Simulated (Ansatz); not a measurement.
Relaxed-ion elastic tensor of Te$_{2}$Pt in space group P-3m1 (No. 164; Te on 2d, Pt on 1a) in GPa (Voigt order), DFT-LDA in the program Ansatz with PAW potentials; density 10.49 g/cm³, 23.75 Å³ per atom.

```
  173   58.9   46.0  -20.5    0.0    0.0
 58.9    173   46.0   20.5    0.0    0.0
 46.0   46.0   76.4    0.0    0.0    0.0
-20.5   20.5    0.0   44.3    0.0    0.0
  0.0    0.0    0.0    0.0   44.3  -20.5
  0.0    0.0    0.0    0.0  -20.5   57.3
```

Q: Is the crystal mechanically stable?

A: Yes: the smallest eigenvalue of C is 29.2 GPa.

Q: Work out the Voigt, Reuss and Hill averages.

A: K_V = 80.6, K_R = 67.2, K_H = 73.9; G_V = 47.3, G_R = 37.9, G_H = 42.6 GPa.

Q: Give Young's modulus, Poisson's ratio, Pugh's ratio and the universal anisotropy index.

A: E = 9KG/(3K + G) = 107 GPa; ν = 0.26; K/G = 1.73 (near the Pugh limit of 1.75, no verdict); A_U = 5G_V/G_R + K_V/K_R − 6 = 1.44.

Q: Estimate the sound speeds and the Debye temperature.

A: v_l = √((K + 4G/3)/ρ) = 3530 m/s, v_t = √(G/ρ) = 2020 m/s, mean 2240 m/s; Θ = (h/k)(3n/4πV)^(1/3) v_m = 232 K.

Q: How much does each axis shrink under pressure?

A: Linear compressibilities β_i = Σ_j S_ij (j = 1 to 3): x 2.2, y 2.2, z 10 per TPa.

The LDA relaxation kept the symmetry of its start; of distortions, only those at the zone centre were tested. No spin polarisation was allowed. A crystal of weakly bound layers computed without a dispersion correction: the cell and the soft elastic constants depend strongly on that. As this level gives no gap, shear constants depend on the k-mesh and smearing (Fermi–Dirac, 0.1 eV here). Scalar-relativistic: spin–orbit coupling is off unless named, which matters more the heavier the elements.

Potentials: the later of the program's two PAW sets.
